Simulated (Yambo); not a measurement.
Consider the following.

```xyz
4
Lattice="4.0767 0.0000 0.0000 -2.0384 3.5306 0.0000 0.0000 0.0000 6.6333" Properties=species:S:1:pos:R:3 pbc="T T T"
S      2.0384     1.1769     5.8158
S      0.0000     2.3537     2.4992
Cd     2.0384     1.1769     3.3182
Cd     0.0000     2.3537     0.0016
```

Workflow: norm-conserving LDA (Quantum ESPRESSO, 102 Ry, scalar-relativistic), then G0W0 in Yambo (3×3×2 Γ-centred k mesh, bands 9 to 195 and a 8 Ry block in the screening, 195 bands in G with the Bruneval-Gonze terminator, plasmon pole fitted at 27.2 eV).

Question: Give the LDA and G0W0 gaps between the band edges found on this mesh, and say where the edges lie.

Answer: Edges: Γ → Γ. LDA: 1.03 eV; G0W0: 2.31 eV. Nearest settings tried, and what they do to the gap: 127 bands in G: +1 meV; 127 bands in W, 127 bands in G: +11 meV; 7 Ry block (209 vectors against 263): -13 meV; 3×3×1 mesh: -138 meV. So the settings aren't converged at that level. The k mesh is coarse. Spin-orbit splittings are left out.

Geometry relaxed with LDA.
